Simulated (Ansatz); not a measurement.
# Is this GeAs4 structure a true minimum?

The structure comes from a proposed guess, relaxed at this level; another structure or a mixture of phases may lie lower.

All numbers below come from DFT PBE, scalar-relativistic, plane waves, PAW in Ansatz. Plane waves to 420 eV, a k mesh through Γ of 12×12×2 on the computed 10-atom cell and Gaussian smearing (0.10 eV); no spin polarisation.

The cell below (10 atoms, space group P-3m1 (No. 164)) is relaxed within its symmetry.

```xyz
10
Lattice="3.8323 0.0000 0.0000 -1.9161 3.3188 0.0000 0.0000 0.0000 18.3156" Properties=species:S:1:pos:R:3 pbc="T T T"
Ge    0.0000    0.0000    1.2467
Ge    0.0000    0.0000   17.0688
As    1.9161    1.1063   15.9413
As    0.0000    2.2126    2.3743
As    1.9161    1.1063    4.9490
As    0.0000    0.0000    6.2368
As    0.0000    2.2126    8.5177
As    1.9161    1.1063    9.7979
As    0.0000    2.2126   13.3666
As    0.0000    0.0000   12.0788
```

For the test it was strained at random (σ = 1.5 % a component), the atoms were moved at random (σ = 0.15 Å), and all was relaxed again on a coarse 6×6×2 mesh (in the run’s order of axes) with 0.20 eV smearing, with no symmetry imposed.

No dispersion correction is applied, so the spacing and binding between layers, chains or molecules are poorly described.

Question: Is the structure stable against such a distortion?

Answer: It returns, within 2 meV/atom of the unmoved cell on that mesh and with the same symmetry when read at 0.1 Å (P3m1 at 0.01 Å, so small strains and shifts remain). So it is stable against the distortions that fit this cell and that this random move excites. Modes that don't fit the cell aren't tested.
